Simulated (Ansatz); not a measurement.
# Data sheet: CuSe (DFT)

CuSe:
```cif
data_Cu6Se6
_chemical_formula_sum 'Cu6 Se6'
_space_group_name_H-M_alt 'P63/mmc'
_space_group_IT_number 194
_space_group_name_Hall '-P 6c 2c'
_cell_length_a 3.98484
_cell_length_b 3.98484
_cell_length_c 17.35956
_cell_angle_alpha 90.000
_cell_angle_beta 90.000
_cell_angle_gamma 120.000
loop_
_atom_site_label
_atom_site_type_symbol
_atom_site_symmetry_multiplicity
_atom_site_Wyckoff_symbol
_atom_site_fract_x
_atom_site_fract_y
_atom_site_fract_z
_atom_site_occupancy
Cu1 Cu 2 d 0.66667 0.33333 0.25000 1
Cu2 Cu 4 f 0.33333 0.66667 0.10798 1
Se1 Se 2 c 0.33333 0.66667 0.25000 1
Se2 Se 4 e 0.00000 0.00000 0.06924 1
```

Space group P6_3/mmc (No. 194); conventional cell a = 3.985 Å, b = 3.985 Å, c = 17.360 Å, α = 90.00°, β = 90.00°, γ = 120.00°.

Method: plane-wave PAW r²SCAN (Ansatz code). Geometry: relaxed at this level of theory. Other levels are named where they apply.

### Cell and energy

Volume per atom: 19.89 Å³
Density: 5.95 g/cm³
Formation energy from the elements (no fitted shifts): -0.18 eV/atom

### Electronic structure

Electronic character: metallic (no gap)
Density of states at the Fermi level: 0.30 states/eV per atom (mean over ±0.08 eV)
Gap with spin–orbit coupling: none (metallic)

### Mechanics

* **Bulk modulus (Birch–Murnaghan fit)**: 72.7 GPa
* **Pressure derivative B′**: 4.8

### Charges

Bader charges: Cu +0.42 to +0.45, Se -0.67 to -0.33 e

The workflow started from an entry of the Crystallography Open Database (COD). Whether it is the stable phase at ambient conditions was not checked. The r²SCAN relaxation kept the symmetry of its start; whether a distortion lowers the energy is not shown. No spin polarisation was allowed. The references are the lowest solids computed at this level, not always the standard phases. Spin–orbit coupling is left out wherever it is not named.

Potentials: the later of the program's two PAW sets.
